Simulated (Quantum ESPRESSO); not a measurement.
# Moving one atom in Si3AlC3N

These are calculations, not measurements. They come from pw.x of Quantum ESPRESSO 7.5, a plane-wave density functional program, with PseudoDojo standard norm-conserving files (v0.5 for PBE, v0.4.1 for LDA and PBEsol). The cells are made up: elements, strain and atom displacements were drawn at random, and nothing was relaxed. There is no spin polarisation, spin-orbit coupling or dispersion term.

The cell has 8 sites of a wurtzite lattice (rectangular cell). Sites 1 to 4 hold Si Si Si Al; sites 5 to 8 hold C N C C. Cell vectors in Å: (3.175, 0.005, 0.034); (0.008, 5.535, 0.060); (0.056, 0.057, 5.157). Settings: PBE, cutoff 1143 eV, 6 x 4 x 4 k mesh shifted by half a step, Fermi-Dirac smearing of 0.025 eV.

Each run shifts the C atom on site 8 along x and leaves all else fixed. Site 2 is one of its nearest neighbours. E is the free energy of the cell above the lowest run shown. The last column is band 17 less band 16 at Gamma, from a band step after each run.

```
run  shift (Å)  Fx on site 8 (eV/Å)  Fx on site 2 (eV/Å)  P (GPa)  E (meV)  level step at Gamma (eV)
  1    -0.1036                2.361               -1.773   -10.11    128.4                     2.845
  2    -0.0796                1.886               -1.383   -10.31     77.4                     2.834
  4    -0.0496                1.306               -0.908   -10.50     29.6                     2.821
  5     0.0608               -0.765                0.782   -10.68      0.0                     2.775
  6     0.1006               -1.520                1.397   -10.54     45.4                     2.759
  7     0.1341               -2.172                1.929   -10.35    107.2                     2.747
  3    -0.0641                    ?                    ?        ?        ?                         ?
```

A rerun of one of these cells at 1437 eV and k mesh 8 x 6 x 6 moved values by no more than 0.004 eV in the cell's energy, 0.07 GPa in stress and 0.004 eV/Å in force.

## Worked fit

A parabola through the six runs shown gives Fx on site 8 = 0.378 - 18.99 u + 0.3 u² eV/Å, with u in Å and a scatter of 0.015 eV/Å. Minus the slope, 18.99 ± 0.30 eV/Å², is this atom's force constant along x at u = 0, with its periodic images moving too. The fitted force vanishes at u = 0.020 Å, where the energy should be lowest along this line. The error is the larger of the fit's own and the change that a cubic makes, rounded up.

## Withheld run

Question: what Fx on site 8 should run 3 give?

The fit gives 1.596 eV/Å. The calculation gave 1.585 eV/Å.

```
run  shift (Å)  Fx on site 8 (eV/Å)  Fx on site 2 (eV/Å)  P (GPa)  E (meV)  level step at Gamma (eV)
  3    -0.0641                1.585               -1.136   -10.42     50.5                     2.827
```